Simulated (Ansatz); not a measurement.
ZrO$_{2}$:
```
ZrO2
1.0
    0.00000     2.54470     2.54470
    2.54470     0.00000     2.54470
    2.54470     2.54470     0.00000
Zr O
1 2
Direct
  0.00000   0.00000   0.00000
  0.25000   0.25000   0.25000
  0.75000   0.75000   0.75000
```

DFT-r²SCAN in the program Ansatz with PAW potentials gives a gap of 3.89 eV without spin–orbit coupling, maximum at X, minimum at Γ.

Question: What happens when spin–orbit coupling is switched on?

Answer: The gap is nearly the same, to 3.89 eV; maximum at X, minimum at Γ.

Question: Give the electron effective mass with spin–orbit coupling, band 1 of 2 at the edge.

Answer: 2.1 along [100], 1.2 along [110], 0.87 along [111] (mₑ).

Question: Give the electron effective mass with spin–orbit coupling, band 2 of 2 at the edge.

Answer: 0.53 along [100], 0.66 along [110], 0.83 along [111] (mₑ).

Question: Give the hole effective mass with spin–orbit coupling.

Answer: 0.28, 3.0, 3.0 mₑ (principal values).

Space group Fm-3m (fluorite). This is a known high-temperature phase of the composition, computed here at zero pressure and temperature. Symmetry was held in the r²SCAN relaxation; its stability against distortions is not shown here. No spin polarisation was allowed.

Potentials: the later of the program's two PAW sets.
